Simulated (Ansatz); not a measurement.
An Ansatz (a quantum-chemistry and plane-wave program) run. Input:

Ansatz 0.2 input:
```yaml
crystal:
  lattice:
    - [5.5220260801, 0.0, 0.0]
    - [0.0, 5.5220260801, 0.0]
    - [0.0, 0.0, 5.5220260801]
  atoms:
    - { symbol: Mg, position: [0.25, 0.0, 0.5] }
    - { symbol: Mg, position: [0.75, 0.0, 0.5] }
    - { symbol: Mg, position: [0.5, 0.75, 0.0] }
    - { symbol: Mg, position: [0.5, 0.25, 0.0] }
    - { symbol: Mg, position: [0.0, 0.5, 0.75] }
    - { symbol: Mg, position: [0.0, 0.5, 0.25] }
    - { symbol: O, position: [0.25, 0.5, 0.0] }
    - { symbol: O, position: [0.75, 0.5, 0.0] }
    - { symbol: O, position: [0.0, 0.75, 0.5] }
    - { symbol: O, position: [0.0, 0.25, 0.5] }
    - { symbol: O, position: [0.5, 0.0, 0.75] }
    - { symbol: O, position: [0.5, 0.0, 0.25] }
kpoints:
  mp_grid: { grid: [5, 5, 5] }
hamiltonian:
  xc: lda
  pseudopotentials: { kind: paw }
scf:
  occupations: { method: fixed }
elastic: { mode: relaxed_ion, stencil: two_point, amplitude: 0.005, f_tol: 0.0005 }
```

Output (shortened):

```
Pseudopotential: Mg, paw, valence charge 10
Pseudopotential: O, paw, valence charge 6
Functional definition: SPW92
Crystal: 12 atoms, lattice volume = 168.382 Å³
Basis set: ecut = 420 eV, 3287 PW (Γ)
Bands: 60, of which v1, the nominal top of the filled ones, is band 48 counted from 1 (47 counted from 0)
Symmetry: 48 space group operations
Space group: Pm-3n (ITA 223), of the structure as read, at distance tolerance 5.5e-5 Å
k-points: 10 of 125
SCF 1 converged in 11 iterations: F = -14757.594750 eV  dr2 = 2.01e-15
Crystal: 12 atoms, lattice volume = 167.540 Å³
Basis set: ecut = 420 eV, 3263 PW (Γ)
Symmetry: 16 space group operations
k-points: 18 of 125
SCF 2 converged in 13 iterations: F = -14757.592327 eV  dr2 = 4.45e-14
relax step   1: F+E_penalty+E_count = -14757.59232692 eV  Δ(F+E_penalty+E_count) = +0.000e0 eV  max|allowed force component| = 4.619e-2 eV/Å  Δτ_max = 0.0000 Å  (13 SCF iters, accepted)
Crystal: 12 atoms, lattice volume = 167.540 Å³
SCF 3 converged in 10 iterations: F = -14757.592468 eV  dr2 = 6.80e-15
relax step   2: F+E_penalty+E_count = -14757.59246825 eV  Δ(F+E_penalty+E_count) = -1.413e-4 eV  max|allowed force component| = 2.602e-2 eV/Å  Δτ_max = 0.0007 Å  (10 SCF iters, accepted)
Crystal: 12 atoms, lattice volume = 167.540 Å³
SCF 4 converged in 10 iterations: F = -14757.592540 eV  dr2 = 6.65e-15
relax step   3: F+E_penalty+E_count = -14757.59253988 eV  Δ(F+E_penalty+E_count) = -7.163e-5 eV  max|allowed force component| = 5.384e-5 eV/Å  Δτ_max = 0.0008 Å  (10 SCF iters, accepted)
Crystal: 12 atoms, lattice volume = 167.540 Å³
SCF 5 converged in 2 iterations: F = -14757.592540 eV  dr2 = 2.15e-15
Crystal: 12 atoms, lattice volume = 169.224 Å³
SCF 6 converged in 12 iterations: F = -14757.592528 eV  dr2 = 8.99e-14
relax step   1: F+E_penalty+E_count = -14757.59252822 eV  Δ(F+E_penalty+E_count) = +0.000e0 eV  max|allowed force component| = 4.472e-2 eV/Å  Δτ_max = 0.0000 Å  (12 SCF iters, accepted)
Crystal: 12 atoms, lattice volume = 169.224 Å³
SCF 7 converged in 10 iterations: F = -14757.592729 eV  dr2 = 3.88e-15
relax step   2: F+E_penalty+E_count = -14757.59272946 eV  Δ(F+E_penalty+E_count) = -2.012e-4 eV  max|allowed force component| = 8.341e-4 eV/Å  Δτ_max = 0.0015 Å  (10 SCF iters, accepted)
Crystal: 12 atoms, lattice volume = 169.224 Å³
SCF 8 converged in 6 iterations: F = -14757.592730 eV  dr2 = 6.43e-14
relax step   3: F+E_penalty+E_count = -14757.59272952 eV  Δ(F+E_penalty+E_count) = -6.543e-8 eV  max|allowed force component| = 1.620e-6 eV/Å  Δτ_max = 0.0000 Å  (6 SCF iters, accepted)
Crystal: 12 atoms, lattice volume = 169.224 Å³
SCF 9 converged in 2 iterations: F = -14757.592730 eV  dr2 = 2.94e-14
Crystal: 12 atoms, lattice volume = 168.381 Å³
Basis set: ecut = 420 eV, 3279 PW (Γ)
Symmetry: 8 space group operations
k-points: 27 of 125
SCF 10 converged in 11 iterations: F = -14757.594399 eV  dr2 = 2.84e-14
relax step   1: F+E_penalty+E_count = -14757.59439949 eV  Δ(F+E_penalty+E_count) = +0.000e0 eV  max|allowed force component| = 4.849e-2 eV/Å  Δτ_max = 0.0000 Å  (11 SCF iters, accepted)
Crystal: 12 atoms, lattice volume = 168.381 Å³
SCF 11 converged in 9 iterations: F = -14757.594676 eV  dr2 = 4.39e-14
relax step   2: F+E_penalty+E_count = -14757.59467601 eV  Δ(F+E_penalty+E_count) = -2.765e-4 eV  max|allowed force component| = 3.552e-2 eV/Å  Δτ_max = 0.0011 Å  (9 SCF iters, accepted)
Crystal: 12 atoms, lattice volume = 168.381 Å³
SCF 12 converged in 10 iterations: F = -14757.594966 eV  dr2 = 5.98e-15
relax step   3: F+E_penalty+E_count = -14757.59496648 eV  Δ(F+E_penalty+E_count) = -2.905e-4 eV  max|allowed force component| = 9.533e-3 eV/Å  Δτ_max = 0.0038 Å  (10 SCF iters, accepted)
Crystal: 12 atoms, lattice volume = 168.381 Å³
SCF 13 converged in 9 iterations: F = -14757.595009 eV  dr2 = 8.96e-14
relax step   4: F+E_penalty+E_count = -14757.59500916 eV  Δ(F+E_penalty+E_count) = -4.269e-5 eV  max|allowed force component| = 3.265e-3 eV/Å  Δτ_max = 0.0013 Å  (9 SCF iters, accepted)
Crystal: 12 atoms, lattice volume = 168.381 Å³
SCF 14 converged in 9 iterations: F = -14757.595013 eV  dr2 = 3.05e-15
relax step   5: F+E_penalty+E_count = -14757.59501336 eV  Δ(F+E_penalty+E_count) = -4.195e-6 eV  max|allowed force component| = 3.466e-5 eV/Å  Δτ_max = 0.0005 Å  (9 SCF iters, accepted)
Crystal: 12 atoms, lattice volume = 168.381 Å³
SCF 15 converged in 2 iterations: F = -14757.595013 eV  dr2 = 1.14e-15
Crystal: 12 atoms, lattice volume = 168.381 Å³
SCF 16 converged in 11 iterations: F = -14757.594399 eV  dr2 = 2.47e-14
relax step   1: F+E_penalty+E_count = -14757.59439949 eV  Δ(F+E_penalty+E_count) = +0.000e0 eV  max|allowed force component| = 4.849e-2 eV/Å  Δτ_max = 0.0000 Å  (11 SCF iters, accepted)
Crystal: 12 atoms, lattice volume = 168.381 Å³
SCF 17 converged in 10 iterations: F = -14757.595011 eV  dr2 = 1.37e-14
relax step   2: F+E_penalty+E_count = -14757.59501076 eV  Δ(F+E_penalty+E_count) = -6.113e-4 eV  max|allowed force component| = 5.679e-3 eV/Å  Δτ_max = 0.0038 Å  (10 SCF iters, accepted)
Crystal: 12 atoms, lattice volume = 168.381 Å³
SCF 18 converged in 9 iterations: F = -14757.595012 eV  dr2 = 1.33e-14
relax step   3: F+E_penalty+E_count = -14757.59501178 eV  Δ(F+E_penalty+E_count) = -1.021e-6 eV  max|allowed force component| = 4.518e-3 eV/Å  Δτ_max = 0.0004 Å  (9 SCF iters, accepted)
Crystal: 12 atoms, lattice volume = 168.381 Å³
SCF 19 converged in 7 iterations: F = -14757.595013 eV  dr2 = 7.06e-14
relax step   4: F+E_penalty+E_count = -14757.59501335 eV  Δ(F+E_penalty+E_count) = -1.574e-6 eV  max|allowed force component| = 1.098e-4 eV/Å  Δτ_max = 0.0002 Å  (7 SCF iters, accepted)
Crystal: 12 atoms, lattice volume = 168.381 Å³
SCF 20 converged in 2 iterations: F = -14757.595013 eV  dr2 = 2.64e-14
SCF converged after 11 iterations
Free energy (F): -14757.594750 eV
Harris-Foulkes:  -14757.594750 eV  (|F-HF|=5.46e-12)
Internal energy: -14757.594750 eV  (E = F + TS)
E sigma→0 (E₀):  -14757.594750 eV
Fermi energy:    3.025794 eV
--- Per-component energies (eV) ---
  E_band       = -2180.338679
  E_kinetic    = 1522.648371
  E_local      = -13108.014863  (includes V_loc(G=0)·N_el)
  E_nonlocal   = 875.642009
  E_hartree    = 4854.189566
  E_xc         = -616.942965
  E_vxc        = -796.182802  (∫ρ·V_xc dr)
  E_paw        = -2506.791710  (= ΣΔE_a)
  E_vpaw       = -382.825495  (= ΣTr[D̂ρ^β])
  E_aug_tail   = 0.014964  (compensation charges beyond the density's cutoff)
  E_ewald      = -5779.824528
  E_core_change = 1.484405  (= ΣΔE_core)
  E_smearing   =  0.000000  (= −TS)
  E_closure    =  0.000000  (closes the sum)
  Σ components = -14757.594750   (vs F -14757.594750, Δ=0.00e0)
--- Forces (eV/Å), atoms counted from 1 ---
  atom   1  Mg     0.00000000     0.00000000     0.00000000
  atom   2  Mg     0.00000000     0.00000000     0.00000000
  atom   3  Mg     0.00000000     0.00000000     0.00000000
  atom   4  Mg     0.00000000     0.00000000     0.00000000
  atom   5  Mg     0.00000000     0.00000000     0.00000000
  atom   6  Mg     0.00000000     0.00000000     0.00000000
  atom   7  O      0.00000000     0.00000000     0.00000000
  atom   8  O      0.00000000     0.00000000     0.00000000
  atom   9  O      0.00000000     0.00000000     0.00000000
  atom  10  O      0.00000000     0.00000000     0.00000000
  atom  11  O      0.00000000     0.00000000     0.00000000
  atom  12  O      0.00000000     0.00000000     0.00000000
  max |Σ_I F_I| component: 1.35e-17 eV/Å
--- Stress (GPa, compression-positive) ---
       -0.009173       0.000000       0.000000
        0.000000      -0.009173       0.000000
        0.000000       0.000000      -0.009173
  P = ⅓ Tr σ = -0.0092 GPa (-0.092 kbar)
--- Band table (eV; the first three rows and the last of 10) ---
  k-point 0: bands = ["-67.9312", "-67.9293", "-67.9293", "-67.9211", "-67.9211", "-67.9211", "-35.4049", "-35.4049", "-35.4049", "-35.3976", "-35.3976", "-35.3824", "-35.3824", "-35.3824", "-35.3811", "-35.3808", "-35.3808", "-35.3808", "-35.3774", …
  k-point 1: bands = ["-67.9308", "-67.9294", "-67.9287", "-67.9219", "-67.9211", "-67.9211", "-35.4045", "-35.4045", "-35.4045", "-35.3983", "-35.3913", "-35.3834", "-35.3834", "-35.3829", "-35.3805", "-35.3797", "-35.3797", "-35.3780", "-35.3780", …
  k-point 2: bands = ["-67.9303", "-67.9298", "-67.9267", "-67.9241", "-67.9211", "-67.9211", "-35.4038", "-35.4038", "-35.4026", "-35.4001", "-35.3861", "-35.3842", "-35.3837", "-35.3837", "-35.3803", "-35.3803", "-35.3796", "-35.3786", "-35.3777", …
  k-point 9: bands = ["-67.9271", "-67.9268", "-67.9268", "-67.9242", "-67.9242", "-67.9240", "-35.3958", "-35.3944", "-35.3944", "-35.3922", "-35.3896", "-35.3881", "-35.3881", "-35.3861", "-35.3793", "-35.3793", "-35.3792", "-35.3792", "-35.3546", …
--- Elastic constants: 2 strain directions × 2 members + reference (group order 48) ---
  dense FFT box of the reference and of every strained cell: 40×40×40
  strains applied: 11, 23; error gains: componentwise 1.00 (the most a stress slope's error grows in a printed constant), spectral 1.73 (1 for all six strains …
  C = ∂σ_k/∂η_j (tension-positive GPa; Voigt order 11 22 33 23 13 12):
       199.573     57.438     57.438      0.000      0.000      0.000
        57.438    199.573     57.438      0.000      0.000      0.000
        57.438     57.438    199.573      0.000      0.000      0.000
         0.000      0.000      0.000     19.987      0.000      0.000
         0.000      0.000      0.000      0.000     19.987      0.000
         0.000      0.000      0.000      0.000      0.000     19.987
  reference stress σ⁰ (GPa):      0.009      0.009      0.009      0.000      0.000      0.000
  moduli (Voigt/Reuss/Hill, GPa): K = 104.82/104.82/104.82   G = 40.42/28.05/34.24   E = 92.62   ν = 0.353
  mechanically stable: yes (min eigenvalue of sym C = 19.99 GPa)
  strain η (Voigt 11):  stress-route row diagonal C_11 = 199.57 GPa, energy-path curvature d²(F+E_count+ΔE)/dδ²/Ω₀ = 199.10 GPa
         δ    σ_11 (GPa)             F (eV)   n_scf  n_hpsi   n_pw
    -5.000e-3      -0.9985      -14757.5925399       2    7606   3295   relax 3 steps, max|allowed force component| 5.38e-5 eV/Å
     5.000e-3       0.9972      -14757.5927295       2    7510   3324   relax 3 steps, max|allowed force component| 1.62e-6 eV/Å
  strain η (Voigt 23):  stress-route row diagonal C_44 = 19.99 GPa, energy-path curvature d²(F+E_count+ΔE)/dδ²/Ω₀ = 20.06 GPa
         δ    σ_23 (GPa)             F (eV)   n_scf  n_hpsi   n_pw
    -5.000e-3      -0.0999      -14757.5950134       2   11268   3309   relax 5 steps, max|allowed force component| 3.47e-5 eV/Å
     5.000e-3       0.0999      -14757.5950134       2   11322   3309   relax 4 steps, max|allowed force component| 1.10e-4 eV/Å
```

Cost: around 5 core-minutes (rough) on shared cores.

The first step of the workflow began from a Materials Project structure, measured or hypothetical; the Crystallography Open Database copy checked does not list it. It is not the phase usual at ambient conditions (space group No. 225). The LDA relaxation kept the symmetry of its start; phonons on a q-mesh show no instability.

Potentials: the later of the program's two PAW sets.

Ansatz is a plane-wave DFT program.
